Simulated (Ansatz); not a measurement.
Suppose Sc2BP3 takes space group P-6m2 (No. 187), with Sc on 1d and 1a; B on 1b; P on 2g and 1c.

Method: DFT PBE, scalar-relativistic, plane waves, PAW (Ansatz 0.2.0). Cutoff 420 eV, Γ-centred mesh, Gaussian smearing, no spin polarisation.

Energies over the elements count from the elements' standard structures at the same level, with no fitted energy shifts. The references include black phosphorus.

Problem. Give the relaxed lattice parameters and positions.

Solution.

Space group P-6m2 (No. 187). a = 4.264 Å, b = 4.264 Å, c = 8.872 Å, α = 90.00°, β = 90.00°, γ = 120.00°
```tsv
atom	site	symmetry	x	y	z
Sc	1d	-6m2	0.3333	0.6667	0.5000
Sc	1a	-6m2	0.0000	0.0000	0.0000
B	1b	-6m2	0.0000	0.0000	0.5000
P	2g	3m.	0.0000	0.0000	0.3031
P	1c	-6m2	0.3333	0.6667	0.0000
```

Sc on its first site is surrounded by 3 B at 2.46 Å and 6 P at 3.02 Å; Sc on its second site is surrounded by 3 P at 2.46 Å and 2 P at 2.69 Å; B is surrounded by 2 P at 1.75 Å and 3 Sc at 2.46 Å; P on a site of symmetry 3m is surrounded by 1 B at 1.75 Å, 1 Sc at 2.69 Å and 3 Sc at 3.02 Å; 1 more site not described. Another local minimum with the same sites may exist.

Problem. And its energy and gap?

Solution. The formation energy is −0.33 eV/atom. The gap on the 12×12×4 mesh of the 6-atom cell is 0 eV (a metal).

The last run used Gaussian smearing of 0.10 eV. The reference form of P is held partly by dispersion forces, which this level lacks. A structure relaxed within its symmetry needn't be a true minimum. Another cell of Sc2BP3 relaxed alike, in Pm, lies 0.33 eV/atom lower, so this cell isn't the stable form at this level.
